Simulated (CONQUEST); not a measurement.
Consider a self-consistent single point of GaSb (F-43m, 8 atoms in the cell; from Materials Project mp-1156, changed as shown).

```xyz
8
Lattice="6.2600 0.0000 0.0000 0.0000 6.2600 0.0000 0.0000 0.0000 6.2600" Properties=species:S:1:pos:R:3 pbc="T T T"
Ga     0.0000     0.0000     0.0000
Ga     0.0000     3.1300     3.1300
Ga     3.1300     0.0000     3.1300
Ga     3.1300     3.1300     0.0000
Sb     1.5650     1.5650     1.5650
Sb     1.5650     4.6950     4.6950
Sb     4.6950     1.5650     4.6950
Sb     4.6950     4.6950     1.5650
```

Method: PBE, numerical atomic orbitals double-zeta with polarisation (the shipped basis), PseudoDojo norm-conserving potentials made for PBE run with CONQUEST.

CONQUEST settings:

basis: DZP
Diag.MPMeshX, Y, Z: 4 4 4
potentials: PseudoDojo norm-conserving PBE
Grid.GridCutoff: 175 Ha
DM.SolutionMethod: diagon
Diag.kT: 0.001837 Ha
Diag.GammaCentred: true
minE.SCTolerance: 1.0e-06
SC.MaxIters: 100
SC.LinearMixingFactor: 0.3
SC.KerkerPreCondition: true
SC.KerkerFactor: 0.3 1/bohr
AtomMove.TypeOfRun: static

Results:

- Number of valence electrons = 112
- Number of bands = 144
- Number of k-points after the program's reduction = 51
- Size of the basis = 144
- Number of SCF iterations = 11
- FFT grid = 72 × 72 × 72
- Free energy E − TS = -18222.8130 eV
- Fermi level (on the code's own zero) = -4.44 eV
- Pressure = -1.02 GPa

For comparison: a first run was changed to give this one (lattice scaled by 1.02), and from it to this one the free energy drops by 5.4 meV/atom and the pressure goes from 2.15 to -1.02 GPa.

The program uses no crystal symmetry, so grid and mesh can part values that symmetry would make equal. The atom-centred basis is finite, which shifts total energies and pressures against plane waves. The structure comes from a collection of computed structures, made at another level of theory; the collection holds predicted forms beside known ones. No clean gap shows at this smearing width and mesh (spacing up to 0.25 Å⁻¹); the mesh is coarse for partly filled bands, so the values carry mesh errors. Semi-local functionals can close small gaps.

Cost on one core: roughly 90 core-seconds.
